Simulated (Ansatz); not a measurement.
## Property card for Cd3InO

Computed with DFT PBE, scalar-relativistic, plane waves, PAW in Ansatz.

Plane waves to 420 eV, a k mesh through Γ of 10×10×6 on the computed 5-atom cell and Gaussian smearing (0.10 eV); no spin polarisation.

The structure is relaxed at this level of theory with its symmetry kept, and needn't be the ground state of this composition.

```
Cd In O
1.0
     4.14280    0.00000    0.00000
     0.00000    4.14280    0.00000
     0.00000    0.00000    8.56925
Cd In O
3 1 1
Direct
  0.00000 0.00000 0.75767
  0.50000 0.00000 0.36080
  0.00000 0.50000 0.36080
  0.00000 0.00000 0.09191
  0.00000 0.00000 0.50788
```

- Space group: P4mm (No. 99)
- Volume per atom: 198.5 bohr³
- Formation energy from the elements' standard states (uncorrected): -0.089 eV/atom
- Kohn–Sham band gap: none (metal)
- Density of states at the Fermi level: 1.8 states/eV per cell
- Orbital (Löwdin) character within 0.5 eV of the Fermi level: In 5p 31 %, Cd 5s 28 %, O 2p 11 %, In 5s 7 %, unprojected 20 %
- Bader charge by site (e): Cd (1 in the cell) 0.30, Cd (2 in the cell) 0.33, In (1 in the cell) 0.15, O (1 in the cell) -1.11

Another cell of Cd3InO relaxed alike, in Pmmm, lies 153 meV/atom lower, so this cell isn't the stable form at this level.

The cell was found from a structure generator's guess, not taken from experiment. Löwdin shares on free-atom orbitals overweight diffuse shells.
